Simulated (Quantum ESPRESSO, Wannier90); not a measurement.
**Tight-binding from DFT: InCl (Cmc2₁)**

```xyz
4
Lattice="4.4114 0.0000 0.0000 0.0000 0.0000 -4.5442 -2.2057 6.2199 0.0000" Properties=species:S:1:pos:R:3 pbc="T T T"
In    -2.2057     1.4134     1.1365
In     2.2057    -1.4134    -1.1356
Cl     0.0000    -1.9349     1.2083
Cl     0.0000     1.9349    -1.0638
```

Cell from Materials Project (mp-571636), symmetrised, no further relaxation. Not found in the COD (Crystallography Open Database) copy used, which has the formula in other groups; not checked further. Method: PBEsol plane waves in Quantum ESPRESSO 7.5 (PseudoDojo norm-conserving files, 56 Ry, spinors with spin-orbit coupling), Bloch states on a 6×4×6 mesh through Γ, Wannier90 4.0.1. Density: 8×8×8 mesh, cold smearing 0.01 Ry.

A tight-binding model is made by disentanglement and projection with no localisation steps (num_iter = 0), so the 32 orbitals stay atom-like: hydrogen-like In: s;p; Cl: s;p, axes along x, y, z; frozen window up to 2.81 eV relative to the valence-band maximum. It follows pw.x to 3.8 meV rms for states up to 2.3 eV relative to the valence-band maximum. Matrix elements depend on this choice of orbitals and windows. Bands 5–12 (In 4d 94 %, Cl 3s 5 %), 13–24 (In 4d 98 %) lie between the kept ones and are excluded.

Question: What are the on-site energies relative to the valence-band maximum, and how fast do the hoppings decay?

Answer: 
```csv
atom,orbitals,energy (eV)
In1,s↑ s↓,-2.57
In1,pz↑ pz↓,3.63
In1,px↑ px↓,3.45
In1,py↑ py↓,3.80
In2,s↑ s↓,-2.57
In2,pz↑ pz↓,3.63
In2,px↑ px↓,3.45
In2,py↑ py↓,3.80
Cl3,s↑ s↓,-14.55
Cl3,pz↑ pz↓ px↑ px↓,-2.55
Cl3,py↑ py↓,-2.53
Cl4,s↑ s↓,-14.55
Cl4,pz↑ pz↓ px↑ px↓,-2.55
Cl4,py↑ py↓,-2.53
```

```json
[
 {"distance of the centres (Å)": "2–3", "largest modulus (eV)": "1.7"},
 {"distance of the centres (Å)": "3–4", "largest modulus (eV)": "0.85"},
 {"distance of the centres (Å)": "4–5", "largest modulus (eV)": "0.50"},
 {"distance of the centres (Å)": "5–6", "largest modulus (eV)": "0.026"},
 {"distance of the centres (Å)": "6–7", "largest modulus (eV)": "0.13"},
 {"distance of the centres (Å)": "7–8", "largest modulus (eV)": "0.044"},
 {"distance of the centres (Å)": "8–9", "largest modulus (eV)": "0.024"}
]
```
